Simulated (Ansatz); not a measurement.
ZnIn$_{2}$O$_{4}$:
```yaml
crystal:
  lattice:
    - [0.00000, 4.46108, 4.46108]
    - [4.46108, 0.00000, 4.46108]
    - [4.46108, 4.46108, 0.00000]
  atoms:
    - { symbol: Zn, position: [0.75000, 0.75000, 0.75000] }
    - { symbol: Zn, position: [0.50000, 0.50000, 0.50000] }
    - { symbol: In, position: [0.12500, 0.12500, 0.62500] }
    - { symbol: In, position: [0.12500, 0.62500, 0.12500] }
    - { symbol: In, position: [0.12500, 0.12500, 0.12500] }
    - { symbol: In, position: [0.62500, 0.12500, 0.12500] }
    - { symbol: O, position: [0.88065, 0.88065, 0.88065] }
    - { symbol: O, position: [0.89196, 0.36935, 0.36935] }
    - { symbol: O, position: [0.88065, 0.88065, 0.35804] }
    - { symbol: O, position: [0.36935, 0.89196, 0.36935] }
    - { symbol: O, position: [0.35804, 0.88065, 0.88065] }
    - { symbol: O, position: [0.36935, 0.36935, 0.36935] }
    - { symbol: O, position: [0.88065, 0.35804, 0.88065] }
    - { symbol: O, position: [0.36935, 0.36935, 0.89196] }
```

Relaxed with PBEsol. Special points in fractions of this cell's reciprocal vectors: Γ (0.000, 0.000, 0.000); X (0.500, 0.000, 0.500); U (0.625, 0.250, 0.625); K (0.375, 0.375, 0.750); L (0.500, 0.500, 0.500); W (0.500, 0.250, 0.750).

Task: List the band energies nearest the valence-band maximum at these points for the program Ansatz at the PBEsol with spin–orbit coupling level (PAW).

Result: In eV from the valence-band maximum; about four levels below and three above (degenerate sets whole), none deeper than 8.9 eV; points with the same levels are listed once.

| k | below | above |
|---|---|---|
| Γ | -0.01 -0.01 -0.01 -0.01 | 1.27 1.27 4.69 4.69 |
| X | -0.12 -0.12 -0.12 -0.12 | 4.82 4.82 4.82 4.82 |
| U | -0.28 -0.28 -0.04 -0.04 | 4.89 4.89 5.00 5.00 |
| L | -0.01 -0.01 0.00 0.00 | 3.96 3.96 4.28 4.28 |
| W | -0.19 -0.19 -0.17 -0.17 | 5.10 5.10 5.11 5.11 |

Space group Fd-3m (spinel). The workflow started from a Materials Project entry (that database holds measured and hypothetical structures alike); the Crystallography Open Database copy checked does not list it. Its standing as an ambient phase is unchecked. Symmetry was held in the PBEsol relaxation; of distortions, only those at the zone centre were tested.

Potentials: the later of the program's two PAW sets.
